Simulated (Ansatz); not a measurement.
Input file for Ansatz (an electronic-structure program):

Ansatz 0.2 input:
```yaml
crystal:
  lattice:
    - [-2.0667964872, 2.0667964872, 4.9200504932]
    - [2.0667964872, -2.0667964872, 4.9200504932]
    - [2.0667964872, 2.0667964872, -4.9200504932]
  atoms:
    - { symbol: Cu, position: [0.75, 0.25, 0.5] }
    - { symbol: Cu, position: [0.25, 0.75, 0.5] }
    - { symbol: Si, position: [0.3755080604, 0.3755080604, 0.0] }
    - { symbol: Si, position: [0.6244919396, 0.6244919396, 0.0] }
    - { symbol: Sr, position: [0.0, 0.0, 0.0] }
kpoints:
  mp_grid: { grid: [10, 10, 10] }
  band_path:
    path:
      - [[0.0, 0.0, 0.0], [0.0, 0.0, 0.5], [0.25, 0.25, 0.25], [0.0, 0.5, 0.0], [0.0, 0.0, 0.0], [0.5, 0.5, -0.5], [0.2941160193, 0.7058839807, -0.2941160193]]  # Γ-X-P-N-Γ-M-S
      - [[-0.2941160193, 0.2941160193, 0.2941160193], [0.0, 0.0, 0.0]]  # S_0-Γ
      - [[0.0, 0.0, 0.5], [-0.0882320387, 0.0882320387, 0.5]]  # X-R
      - [[0.5, 0.5, -0.0882320387], [0.5, 0.5, -0.5]]  # G-M
    npoints: 8
basis: { xc_grid: 2 }
hamiltonian:
  xc: pbesol
  pseudopotentials: { kind: paw }
magnetization: { noncollinear: true, spin_orbit: true }
scf:
  n_extra_bands: 12
  convergence: { dr2_threshold: 0.0000000001 }
  occupations: { method: gaussian, width: 0.05 }
output: { eigenvalues: true }
```

Output (shortened):

```
Pseudopotential: Cu, paw_fr, valence charge 19
Pseudopotential: Si, paw_fr, valence charge 4
Pseudopotential: Sr, paw_fr, valence charge 10
Functional definition: PBEsol
non-collinear run that drives no moment, with spin-orbit …
Crystal: 5 atoms, lattice volume = 84.067 Å³
Basis set: ecut = 420 eV, 1661 PW (Γ), exchange–correlation on 80×80×80 points (8 copies of the dense FFT grid, shifted against one another)
Bands: 68, of which v1, the nominal top of the filled ones, is band 56 counted from 1 (55 counted from 0)
Symmetry: 16 space group operations + 16 with time reversal
k-points: 102 of 1000
Projection manifold: j_resolved (fully-relativistic pseudo-atomic orbitals)
SCF iter   1: F=—  HF=-17932.255484 eV  |F-HF|=—  |Δ(HF+E_count)|=         —  Δρ=5.43e-1  dr2=2.17e2  dr2_m=0.00e0 (ungated)  ethr=3.10e-3  |M|=0.00e0 ∫|m|=0.00e0 μB  |m|>n=0.0e0 m-floor=0.0e0 τ_xc=0.0e0  β_m=0.30  ⟨swp⟩=8.8  Hψ=19478  notcnv=0  defer=22
preconditioner: auto → Kerker (q_TF=auto, 2.550 Å⁻¹)
spin=Noncollinear: Kerker preconditioning applied to the charge; magnetization (m_x, m_y, m_z) channels mix plain (no charge-response kernel on spin).
SCF iter   2: F=—  HF=-17926.007240 eV  |F-HF|=—  |Δ(HF+E_count)|=    6.25e0  Δρ=2.38e-1  dr2=2.21e1  dr2_m=0.00e0 (ungated)  ethr=3.10e-3  |M|=0.00e0 ∫|m|=0.00e0 μB  |m|>n=0.0e0 m-floor=0.0e0 τ_xc=0.0e0  β_m=0.26  ⟨swp⟩=4.0  Hψ=10321  notcnv=0  defer=510
SCF iter   3: F=—  HF=-17917.016854 eV  |F-HF|=—  |Δ(HF+E_count)|=    8.99e0  Δρ=6.37e-2  dr2=1.64e0  dr2_m=0.00e0 (ungated)  ethr=3.10e-3  |M|=0.00e0 ∫|m|=0.00e0 μB  |m|>n=0.0e0 m-floor=0.0e0 τ_xc=0.0e0  β_m=0.40  ⟨swp⟩=3.0  Hψ=8804  notcnv=0  defer=620
SCF iter   4: F=—  HF=-17916.407247 eV  |F-HF|=—  |Δ(HF+E_count)|=   6.10e-1  Δρ=4.68e-2  dr2=2.47e0  dr2_m=0.00e0 (ungated)  ethr=2.92e-3  |M|=0.00e0 ∫|m|=0.00e0 μB  |m|>n=0.0e0 m-floor=0.0e0 τ_xc=0.0e0  β_m=0.52  ⟨swp⟩=2.1  Hψ=7244  notcnv=0  defer=632
SCF iter   5: F=—  HF=-17916.181559 eV  |F-HF|=—  |Δ(HF+E_count)|=   2.26e-1  Δρ=3.64e-2  dr2=6.71e-1  dr2_m=0.00e0 (ungated)  ethr=2.92e-3  |M|=0.00e0 ∫|m|=0.00e0 μB  |m|>n=0.0e0 m-floor=0.0e0 τ_xc=0.0e0  β_m=0.76  ⟨swp⟩=2.9  Hψ=5939  notcnv=0  defer=604
SCF iter   6: F=—  HF=-17916.133668 eV  |F-HF|=—  |Δ(HF+E_count)|=   4.79e-2  Δρ=2.26e-2  dr2=3.05e-1  dr2_m=0.00e0 (ungated)  ethr=1.20e-3  |M|=0.00e0 ∫|m|=0.00e0 μB  |m|>n=0.0e0 m-floor=0.0e0 τ_xc=0.0e0  β_m=0.81  ⟨swp⟩=2.1  Hψ=4353  notcnv=0  defer=606
SCF iter   7: F=—  HF=-17916.115294 eV  |F-HF|=—  |Δ(HF+E_count)|=   1.84e-2  Δρ=1.50e-2  dr2=1.63e-1  dr2_m=0.00e0 (ungated)  ethr=5.45e-4  |M|=0.00e0 ∫|m|=0.00e0 μB  |m|>n=0.0e0 m-floor=0.0e0 τ_xc=0.0e0  β_m=0.91  ⟨swp⟩=2.0  Hψ=3403  notcnv=0  defer=606
SCF iter   8: F=—  HF=-17916.098764 eV  |F-HF|=—  |Δ(HF+E_count)|=   1.65e-2  Δρ=8.49e-3  dr2=5.49e-2  dr2_m=0.00e0 (ungated)  ethr=2.90e-4  |M|=0.00e0 ∫|m|=0.00e0 μB  |m|>n=0.0e0 m-floor=0.0e0 τ_xc=0.0e0  β_m=0.75  ⟨swp⟩=2.0  Hψ=3430  notcnv=0  defer=606
SCF iter  16: F=-17916.090460 eV  HF=-17916.090460 eV  |F-HF|=7.64e-11  |Δ(HF+E_count)|=  6.66e-10  Δρ=3.19e-7  dr2=7.33e-11  dr2_m=0.00e0 (ungated)  ethr=1.00e-12  |M|=0.00e0 ∫|m|=0.00e0 μB  |m|>n=0.0e0 m-floor=0.0e0 τ_xc=0.0e0  ⟨swp⟩=10.6  Hψ=15291  notcnv=0…
SCF 1 converged in 16 iterations: F = -17916.090460 eV  dr2 = 7.33e-11
NSCF: frozen V_eff on 76 k-points
SCF converged after 16 iterations
Magnetization: |M| = 0.0000 μB,  M = (+0.0000, +0.0000, +0.0000) μB
Absolute magnetization: 0.0000 μB (∫|m|)
  site 0: m = (+0.0000, +0.0000, +0.0000) μB, |m| = 0.0000 μB  (R = 0.99 Å)
  site 1: m = (+0.0000, +0.0000, +0.0000) μB, |m| = 0.0000 μB  (R = 0.99 Å)
  site 2: m = (+0.0000, +0.0000, +0.0000) μB, |m| = 0.0000 μB  (R = 0.99 Å)
  site 3: m = (+0.0000, +0.0000, +0.0000) μB, |m| = 0.0000 μB  (R = 0.99 Å)
  site 4: m = (+0.0000, +0.0000, +0.0000) μB, |m| = 0.0000 μB  (R = 1.31 Å)
Free energy (F): -17916.090460 eV
Harris-Foulkes:  -17916.090460 eV  (|F-HF|=7.64e-11)
Internal energy: -17916.089085 eV  (E = F + TS)
E sigma→0 (E₀):  -17916.089772 eV
Entropy (-TS):   -0.001375 eV (-0.275 meV/atom)
Fermi energy:    11.332880 eV
--- Per-component energies (eV) ---
  E_band       = -948.595503
  E_kinetic    = 930.128233
  E_local      = -11986.643717  (includes V_loc(G=0)·N_el)
  E_nonlocal   = 1031.053218
  E_hartree    = 5251.838365
  E_xc         = -462.332654
  E_vxc        = -490.344584  (∫ρ·V_xc dr)
  E_paw        = -6890.997316  (= ΣΔE_a)
  E_vpaw       = -936.466952  (= ΣTr[D̂ρ^β])
  E_aug_tail   = 0.000477  (compensation charges beyond the density's cutoff)
  E_ewald      = -5789.748629
  E_core_change = 0.612939  (= ΣΔE_core)
  E_smearing   = -0.001375  (= −TS)
  E_closure    =  0.000000  (closes the sum)
  Σ components = -17916.090460   (vs F -17916.090460, Δ=0.00e0)
  [band-id]    e_kinetic+e_local+e_nonlocal+2·e_hartree+e_vxc+e_vpaw+e_augmentation_tail = -948.596594   (vs E_band -948.595503, Δ=-1.09e-3)
--- Band table (eV; the first three rows and the last of 102) ---
  k-point 0: bands = ["-101.5019", "-101.5019", "-101.5008", "-101.5008", "-60.7828", "-60.7828", "-60.7774", "-60.7774", "-58.1864", "-58.1864", "-58.1840", "-58.1840", "-58.1760", "-58.1760", "-58.1653", "-58.1653", "-22.8109", "-22.8109", "-5.7435", …
  k-point 1: bands = ["-101.5019", "-101.5019", "-101.5008", "-101.5008", "-60.7826", "-60.7826", "-60.7777", "-60.7777", "-58.1863", "-58.1863", "-58.1841", "-58.1841", "-58.1755", "-58.1755", "-58.1658", "-58.1658", "-22.8089", "-22.8089", "-5.7553", …
  k-point 2: bands = ["-101.5017", "-101.5017", "-101.5010", "-101.5010", "-60.7819", "-60.7819", "-60.7784", "-60.7784", "-58.1861", "-58.1861", "-58.1845", "-58.1845", "-58.1740", "-58.1740", "-58.1671", "-58.1671", "-22.8036", "-22.8036", "-5.7846", …
  k-point 101: bands = ["-101.5019", "-101.5019", "-101.5008", "-101.5008", "-60.7828", "-60.7828", "-60.7774", "-60.7774", "-58.1864", "-58.1864", "-58.1840", "-58.1840", "-58.1760", "-58.1760", "-58.1653", "-58.1653", "-22.8101", "-22.8101", "-5.7672", …
```

Cost: about 5 core-minutes (a rough figure) on shared cores.

Space group I4/mmm. The workflow started from an entry of the Crystallography Open Database (COD). Its standing as an ambient phase is unchecked. The PBEsol relaxation kept the symmetry of its start; whether a distortion lowers the energy is not shown. The run is not spin-polarised.

Potentials: the later of the program's two PAW sets.

Ansatz is a plane-wave DFT program.
